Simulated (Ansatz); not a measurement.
Relaxed-ion elastic tensor of Be₃Al (Cu3Au type, Pm-3m) in GPa (Voigt order), PBEsol (plane waves, PAW; program Ansatz); density 2.15 g/cm³, 10.42 Å³ per atom.

```
 196  56.1  56.1   0.0   0.0   0.0
56.1   196  56.1   0.0   0.0   0.0
56.1  56.1   196   0.0   0.0   0.0
 0.0   0.0   0.0   4.1   0.0   0.0
 0.0   0.0   0.0   0.0   4.1   0.0
 0.0   0.0   0.0   0.0   0.0   4.1
```

Task: Is the crystal mechanically stable?

Result: Yes: the smallest eigenvalue of C is 4.1 GPa.

Task: Work out the Voigt and Reuss bounds. Is their mean of use?

Result: K_V = 103, K_R = 103; G_V = 30.4, G_R = 6.6 GPa. The bounds lie so far apart that a Hill average or a Debye temperature from it would say little.

The cell is a constructed one: a structure type filled with these elements; neither database checked (COD, Materials Project) lists it. Its standing as an ambient phase is unchecked. Symmetry was held in the PBEsol relaxation; whether a distortion lowers the energy is not shown. As this level gives no gap, shear constants depend on the k-mesh and smearing (Fermi–Dirac, 0.1 eV here).

Potentials: the earlier of the program's two PAW sets. The files were generated under PBE; for other functionals the program regenerates the frozen cores, and for LDA and PBEsol the local potential too.
